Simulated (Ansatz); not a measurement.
Theory: DFT PBE, scalar-relativistic, plane waves, PAW (Ansatz 0.2.0). Settings: cutoff 420 eV, Γ-centred meshes spaced at most about 0.3 Å⁻¹ (2π included), Gaussian smearing. No spin polarisation in the final relaxations.

These are static total energies at zero pressure.

Two forms of Cd3Te2Se were relaxed alike.

A.

```
CELL_PARAMETERS angstrom
4.58280 0.00000 0.00000
-2.29140 3.96882 0.00000
0.00000 0.00000 11.21911
ATOMIC_POSITIONS crystal
Cd 0.00000 0.00000 0.00054
Cd 0.33333 0.66667 0.65385
Cd 0.66667 0.33333 0.34614
Te 0.33333 0.66667 0.90930
Te 0.00000 0.00000 0.25489
Se 0.66667 0.33333 0.58527
```

B.

```
CELL_PARAMETERS angstrom
-2.29185 2.29185 9.69496
2.29185 -2.29185 9.69496
2.29185 2.29185 -9.69496
ATOMIC_POSITIONS crystal
Cd 0.82558 0.82558 0.00000
Cd 0.50000 0.50000 0.00000
Cd 0.17442 0.17442 0.00000
Te 0.41266 0.91266 0.50000
Te 0.08734 0.58734 0.50000
Se 0.75000 0.25000 0.50000
```

Question: Which form is favoured at zero pressure, and by what margin per atom?

Answer: B is lower, by 4 meV/atom. A has Te and Se ordered on zinc blende sites, space group P3m1 (No. 156), 34.0 Å³/atom and a gap of 0.25 eV on its mesh; B has Te and Se ordered on zinc blende sites, space group I-4m2 (No. 119), 33.9 Å³/atom and a gap of 0.46 eV. In A, Cd on its first site is surrounded by 4 Te at 2.84–2.85 Å; Te on its first site has 4 Cd at 2.84–2.87 Å; Se is surrounded by 4 Cd at 2.68–2.76 Å; 3 more sites not described. In B, around Cd on a site of symmetry 2mm lie 2 Se at 2.72 Å and 2 Te at 2.85 Å; Te is surrounded by 4 Cd at 2.85 Å; Se has 4 Cd at 2.72 Å; 1 more site not described. Both come from invented guesses.

Spin–orbit coupling, which can matter for Te, is left out. Kohn–Sham gaps at this level usually fall short of measured ones. The missing spin–orbit coupling can work the other way here. Cells relaxed within their symmetry can be saddle points.
